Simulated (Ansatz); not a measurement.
Electric field gradients in H₆PbCNCl₃

Theory: DFT PBEsol, scalar-relativistic, plane waves, PAW (Ansatz). Settings: 420 eV plane-wave cutoff, Γ-centred 6×6×6 mesh, fixed occupations. No spin polarisation.

Relaxed structure:
```
H Pb C N Cl
1.0
     5.63844    0.00000    0.06159
     0.00000    5.60433    0.00000
     0.06022    0.00000    5.78618
H Pb C N Cl
6 1 1 1 3
Cartesian
  5.2320 2.8022 4.5003
  4.5517 1.8998 0.1387
  4.5517 3.7045 0.1387
  1.4007 1.9546 5.8299
  1.4007 3.6497 5.8299
  0.7978 2.8022 1.3724
  2.6778 0.0000 2.8682
  5.1433 2.8022 5.5943
  0.8004 2.8022 0.3322
  2.4954 0.0000 5.7144
  2.3876 2.8022 3.1077
  5.4800 0.0000 2.5559
```

Spin–orbit coupling is left out, which matters for gradients at heavy nuclei.

Q: Give V_zz (10²¹ V/m²) and the asymmetry η at each distinct site.

A:
| atom | V_zz | η |
| --- | --- | --- |
| H (atom 1) | 2.66 | 0.07 |
| H (atom 2) | 2.63 | 0.07 |
| H (atom 4) | 2.68 | 0.04 |
| H (atom 6) | 2.87 | 0.01 |
| Pb (atom 7) | 8.64 | 0.53 |
| C (atom 8) | 4.05 | 0.01 |
| N (atom 9) | 1.64 | 0.06 |
| Cl (atom 10) | 7.86 | 0.53 |
| Cl (atom 11) | 9.35 | 0.14 |
| Cl (atom 12) | 10.39 | 0.04 |

Whether H6PbCNCl3 exists in this form wasn't checked.

Cost: 1 run of about 1.4 core-minutes, on Arm Neoverse V2 (shared hosts).